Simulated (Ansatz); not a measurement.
## Zone-centre phonons of GaAs at 35 GPa: input and output

Level of theory: DFT LDA, scalar-relativistic, plane waves, PAW (Ansatz 0.2.0).

Launched with:
```bash
ansatz run input.yaml --threads 1 --pin off --max-ram 3072MiB --backend cpu --events-out ev --progress --plain --runs-dir out
```

Input (bare energies are in eV):
```yaml
crystal:
  lattice:
    - [0.0, 2.5684529687, 2.5684529687]
    - [2.5684529687, 0.0, 2.5684529687]
    - [2.5684529687, 2.5684529687, 0.0]
  atoms:
    - { symbol: Ga, position: [0.0, 0.0, 0.0] }
    - { symbol: As, position: [0.75, 0.75, 0.75] }
basis:
  ecutwfc: 420
kpoints:
  mp_grid: { grid: [12, 12, 12] }
hamiltonian:
  xc: lda
scf:
  occupations: { method: fixed }
output:
  eigenvalues: true
phonons:
  method: dfpt
  dielectric: true
  rigid_motions: translations
  eigenvectors: true
```

The end of the output:
```
--- Phonons (Γ-DFPT): 2 representative perturbations + reference, on 280 of 1728 k-points (Σ response iterations 6) ---
  k mesh reduced under 4 symmetry operations, with k and −k counted as one. Each operation leaves every solved perturbation unchanged. A smaller set is not considered because the run solves the response ...
  ASR residual: 1.156e-4 → 0.000e0 eV/Å²; symmetrization residual: 1.368e-7 eV/Å²
  ASR residual per site (eV/Å²): 1.16e-4 2.58e-5
  Γ frequencies (cm⁻¹): 0.00 0.00 0.00 366.14 366.14 366.14
  ε∞ (high-frequency dielectric tensor):
       10.804490     0.000000     0.000000
        0.000000    10.804490     0.000000
        0.000000     0.000000    10.804490
  ε⁰ (static dielectric tensor: ions relaxed, cell fixed):
       11.588962     0.000000     0.000000
        0.000000    11.588962     0.000000
        0.000000     0.000000    11.588962
  ε⁰ − ε∞ (ionic part):
        0.784472    -0.000000    -0.000000
       -0.000000     0.784472     0.000000
       -0.000000     0.000000     0.784472
  softest optical mode at Γ: 366.14 cm⁻¹; the repairs (sum rule, projections) moved no ω² at Γ by more than (0.67 cm⁻¹)²
  Born effective charges Z* (e; rows j = field, columns β = displacement):
    site 0:
         1.61730   -0.00000   -0.00000
         0.00000    1.61730    0.00000
        -0.00000   -0.00000    1.61730
    site 1:
        -1.61730    0.00000    0.00000
        -0.00000   -1.61730   -0.00000
         0.00000    0.00000   -1.61730
  Z* charge neutrality: 9.022e-5 e pre-enforcement
  solved inside a basis spanned on kpoints, on 12×12×12 k-points, its susceptibility summed on 16×16×16: ε∞ is read to err by 3.0e-2, Z* by 1.5e-2 e (field_mesh: kpoints solves on kpoints); Z* is corrected for ...
  optical modes at Γ without the LO–TO term, one row a degenerate level:
      ω (cm⁻¹) modes IR ((D/Å)²/amu)
        366.14      3             5.0128
  optical modes at Γ + LO–TO along q̂ = [1.0000, 0.0000, 0.0000]:
      ω (cm⁻¹) modes IR ((D/Å)²/amu)
        366.14      2             3.3419
        379.20      1             1.6709
  optical modes at Γ + LO–TO along q̂ = [0.0000, 1.0000, 0.0000]:
      ω (cm⁻¹) modes IR ((D/Å)²/amu)
        366.14      2             3.3419
        379.20      1             1.6709
  optical modes at Γ + LO–TO along q̂ = [0.0000, 0.0000, 1.0000]:
      ω (cm⁻¹) modes IR ((D/Å)²/amu)
        366.14      2             3.3419
        379.20      1             1.6709
```

It took 100 s on 1 thread of Intel(R) Xeon(R) 6975P-C (Granite Rapids), with other jobs on the host, peak memory 1.2 GiB.

The real crystal has changed phase below this pressure. The run warned that the force constants aren't converged on this k mesh, so the frequencies and all that is formed from them are rough. The bands were filled as in an insulator; under compression the gap may have closed between mesh points.